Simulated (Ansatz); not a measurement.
## What DFT gives for CaF

```
Ca F
1.0
     5.85888    0.00000    0.00000
     0.00000    5.44773    0.00000
     0.00000    0.00000    3.46673
Ca F
4 4
Cartesian
  1.1073 0.0109 0.8667
  4.7515 5.4368 2.6001
  4.0368 2.7130 2.6001
  1.8221 2.7348 0.8667
  3.3513 1.2584 0.8667
  2.5076 4.1893 2.6001
  0.4218 1.4654 2.6001
  5.4370 3.9823 0.8667
```

Method: PBEsol, no spin polarisation; PAW, plane waves to 420 eV, 5×5×7 Γ-centred mesh, methfessel-paxton occupations (width 0.0307 eV) (Ansatz 0.2.0), atoms fixed.

Formation energy: -1.83 eV an atom against the elements' usual phases (free molecules for gases, crystals otherwise, with no correction for O₂ or N₂), so it is bound against them; other compounds may still compete. Relaxing would lower it.
Stress: The pressure is 15.6 GPa (compression positive), so with the atoms held at these fractions the cell would first expand; the forces are large, so a full relaxation may end otherwise. The principal stresses 7.5, 17.5, 21.7 GPa differ, so its shape would change too.
At the Fermi level: It is a metal, with about 5.9 states/eV a cell as the mean within 0.25 eV of the Fermi level.
Charges: Bader charges in e: Ca +0.99, F -0.99. In the mean Ca gives up most and F takes most.

Origin: a known structure type with other elements, at an estimated volume, so it need not be a known compound. Caveats: many states at the Fermi level without spin polarisation, so a magnetic state may lie lower; atoms or cell far from equilibrium.
